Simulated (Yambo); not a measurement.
```
CELL_PARAMETERS angstrom
      4.58854    -2.64271     0.00000
      4.58854     2.64271     0.00000
     -0.62332     0.00000     6.25418
ATOMIC_POSITIONS crystal
  C  0.33034 0.33034 0.75481
  C  0.66966 0.66966 0.24519
  O  0.61226 0.18550 0.73963
  O  0.38774 0.81450 0.26037
  O  0.81450 0.38774 0.26037
  O  0.18550 0.61226 0.73963
  O  0.19248 0.19248 0.78833
  O  0.80752 0.80752 0.21167
  Na 0.00000 0.00000 0.00000
  Na 0.00000 0.00000 0.50000
  Na 0.32621 0.32621 0.22867
  Na 0.67379 0.67379 0.77133
```

The geometry is that of Materials Project entry mp-1101899, symmetrised and not relaxed again.

**Question.** Where are the main features of Im ε from RPA with local fields on PBEsol bands (Yambo; 4×4×4 mesh, 128 bands, 3 Ry local-field block, 0.2 eV broadening; field along y)?

**Answer.** Peaks at 8.2 eV (3.2), 11.9 eV (1.2), 16.0 eV (1.4), heights in brackets. Peak heights and small wiggles depend on the k mesh. Convergence of the RPA response with its 4×4×4 mesh was not tested. No excitonic effects at this level.
